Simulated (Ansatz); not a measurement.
K₂S:
```
CELL_PARAMETERS angstrom
      5.21692     0.00000     0.00000
     -2.60846     4.51798     0.00000
      0.00000     0.00000     7.06097
ATOMIC_POSITIONS crystal
  S  0.33333 0.66667 0.25000
  S  0.66667 0.33333 0.75000
  K  0.00000 0.00000 0.00000
  K  0.00000 0.00000 0.50000
  K  0.66667 0.33333 0.25000
  K  0.33333 0.66667 0.75000
```

Relaxed with PBEsol.

### Question
Map the valence electron density (e/Å³), cut off at 1 on the plane through (0.333, 0.667, 0.250) spanned by u = [0, 0, 1] and v = [1, -1, 0] in lattice vectors, from DFT-PBEsol in the program Ansatz with PAW potentials.

### Answer
x is the fraction of u, y of v (the angle between them is 90°; rows are the nearest grid lines); atoms in the plane: S at (0.00, 0.00), S at (0.50, 0.33), K at (0.75, 0.67), K at (0.25, 0.67), K at (0.00, 0.33), K at (0.50, 0.00).
```
|039984210000269999999962000012489930|
|999963210000149999999941000012369999|
|998642100000024999999420000001246899|
|332211000000000112211000000000112233|
|110000000000000000000000000000000011|
|000001234442100000000001244432100000|
|000013699997420000000024799996310000|
|000149999999962000000269999999941000|
|000159999999982100001289999999951000|
|000025999999731000000137999999520000|
|000012479985310000000013589974210000|
|000000000100000000000000001000000000|
|100000000000011122221110000000000001|
|996310000001124578875421100000013699|
|999941000001236899998632100000149999|
|999993100011369972279963110001399999|
|999983100011359996699953110001389999|
|998521000001134689986431100000125899|
|443210000000112345543211000000012344|
|111000000000000111111000000000000111|
|332211000000000112211000000000112233|
|998642100000024999999420000001246899|
|999963210000139999999931000012369999|
|039984210000269999999962000012489930|
```
Scale: ten equal steps from 0.000 (start of '0') to 1.00 (end of '9'), in the order '0123456789'; x runs from 0.000 to 1.00, y from 0.000 (bottom) to 1.00 (top).

The density is the valence pseudo-density with augmentation charge, so density and ELF within about 1 Å of a nucleus are not all-electron values.

Space group P6_3/mmc. The workflow started from an entry of the Crystallography Open Database (COD), which files this formula under 2 space groups. Its standing as an ambient phase is unchecked. Symmetry was held in the PBEsol relaxation; whether a distortion lowers the energy is not shown. The volume moved by -30 % from the start of the relaxation. The volume fell by over 15 % from the filed cell, which may lack light atoms or belong to other conditions.

Potentials: the later of the program's two PAW sets.
